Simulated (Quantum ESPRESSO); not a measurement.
# Band energies of LiBH$_{4}$

```
CELL_PARAMETERS angstrom
      4.20278     0.00000     0.00000
     -2.10139     3.63971     0.00000
      0.00000     0.00000     7.42012
ATOMIC_POSITIONS crystal
  H  0.33333 0.66667 0.37128
  H  0.66667 0.33333 0.87128
  H  0.17516 0.35032 0.59138
  H  0.82484 0.17516 0.09138
  H  0.64968 0.82484 0.59138
  H  0.82484 0.64968 0.09138
  H  0.17516 0.82484 0.59138
  H  0.35032 0.17516 0.09138
  Li 0.33333 0.66667 0.11395
  Li 0.66667 0.33333 0.61395
  B  0.33333 0.66667 0.53560
  B  0.66667 0.33333 0.03560
```

norm-conserving LDA (Quantum ESPRESSO, 76 Ry, scalar-relativistic); path ΓMKΓALHA,LM,KH; energies in eV from the valence-band maximum.

| k (1/Å) | point | band 6 | band 7 | band 8 | band 9 | band 10 | band 11 | band 12 | band 13 |
|---|---|---|---|---|---|---|---|---|---|
| 0.00 | Γ | -0.23 | -0.03 | -0.03 | 0.00 | 0.00 | 6.54 | 7.23 | 7.93 |
| 0.22 |  | -0.46 | -0.28 | -0.15 | -0.15 | -0.04 | 6.73 | 7.29 | 7.93 |
| 0.65 |  | -1.79 | -1.12 | -0.56 | -0.34 | -0.33 | 6.52 | 7.12 | 7.81 |
| 0.86 | M | -2.06 | -1.06 | -0.63 | -0.41 | -0.39 | 6.41 | 6.92 | 8.03 |
| 1.11 |  | -2.03 | -1.05 | -0.68 | -0.66 | -0.39 | 6.72 | 7.44 | 8.16 |
| 1.36 | K | -2.02 | -0.97 | -0.97 | -0.54 | -0.54 | 7.07 | 7.96 | 7.96 |
| 1.56 |  | -1.98 | -1.02 | -0.81 | -0.65 | -0.38 | 6.94 | 7.84 | 8.29 |
| 1.96 |  | -1.04 | -0.77 | -0.31 | -0.27 | -0.17 | 7.12 | 7.12 | 7.95 |
| 2.36 | Γ | -0.23 | -0.03 | -0.03 | 0.00 | 0.00 | 6.54 | 7.23 | 7.93 |
| 2.57 |  | -0.50 | -0.02 | -0.02 | 0.00 | 0.00 | 6.74 | 7.20 | 7.95 |
| 2.78 | A | -1.12 | -0.01 | -0.01 | -0.01 | -0.01 | 7.08 | 7.08 | 8.09 |
| 2.95 |  | -1.12 | -0.19 | -0.19 | -0.07 | -0.07 | 7.11 | 7.11 | 7.97 |
| 3.30 |  | -1.59 | -0.68 | -0.68 | -0.36 | -0.36 | 6.79 | 6.79 | 8.11 |
| 3.64 | L | -2.19 | -0.64 | -0.64 | -0.52 | -0.52 | 6.54 | 6.54 | 8.14 |
| 3.98 |  | -2.20 | -1.06 | -1.06 | -0.34 | -0.34 | 7.08 | 7.08 | 8.40 |
| 4.14 | H | -2.22 | -1.15 | -1.15 | -0.32 | -0.32 | 7.33 | 7.33 | 8.13 |
| 4.29 |  | -2.17 | -1.09 | -1.09 | -0.33 | -0.33 | 7.18 | 7.18 | 8.34 |
| 4.43 |  | -1.98 | -0.97 | -0.97 | -0.35 | -0.35 | 7.00 | 7.00 | 8.53 |
| 4.71 |  | -1.33 | -0.69 | -0.69 | -0.27 | -0.27 | 7.01 | 7.01 | 8.16 |
| 5.00 |  | -1.12 | -0.14 | -0.14 | -0.05 | -0.05 | 7.11 | 7.11 | 7.98 |
| 5.14 | A | -1.12 | -0.01 | -0.01 | -0.01 | -0.01 | 7.08 | 7.08 | 8.09 |
| 5.14 | L | -2.19 | -0.64 | -0.64 | -0.52 | -0.52 | 6.54 | 6.54 | 8.14 |
| 5.56 | M | -2.06 | -1.06 | -0.63 | -0.41 | -0.39 | 6.41 | 6.92 | 8.03 |
| 5.56 | K | -2.02 | -0.97 | -0.97 | -0.54 | -0.54 | 7.07 | 7.96 | 7.96 |
| 5.70 |  | -2.05 | -1.03 | -1.03 | -0.47 | -0.47 | 7.21 | 7.76 | 7.76 |
| 5.99 | H | -2.22 | -1.15 | -1.15 | -0.32 | -0.32 | 7.33 | 7.33 | 8.13 |

The LDA gap is indirect, 6.36 eV, from Γ to 50 % of the way from L to M; the smallest direct gap is 6.54 eV. Another valence extremum on the path lies within 0.02 eV, too close to call.

Geometry of the Materials Project entry, not relaxed at this level.

The structure is a Materials Project entry; no match was found in the copy of COD used, and its stability was not checked.
